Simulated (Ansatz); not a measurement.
**CdC2 (I4/mmm) under several functionals**

Plane-wave DFT in Ansatz with scalar-relativistic PAW potentials. The same structure was relaxed (cell and atoms, symmetry kept) in separate runs at each level. The structure is a made-up candidate, not known to be the stable one. No spin polarisation.

How do the levels LDA, PBE, PBEsol compare?

```csv
level,cutoff (eV),k mesh,V (Å³/atom),a (Å),c (Å),gap (eV)
LDA,420,8×8×8,15.072,4.097,5.388,3.25
PBEsol,420,8×8×8,15.863,4.187,5.429,3.36
PBE,420,8×8×8,17.762,4.428,5.436,3.69
```

The usual order of volumes, LDA < PBEsol < PBE, holds here (15.072, 15.863, 17.762 Å³/atom). As a rule LDA overbinds; PBEsol, built on the gradient expansion of slowly varying densities, lies between LDA and PBE; PBE's stronger gradient term for exchange weakens bonds. Each gap belongs to its own cell, so it mixes the functional's effect with that of the volume; gaps are the least found on the k mesh or on a band path.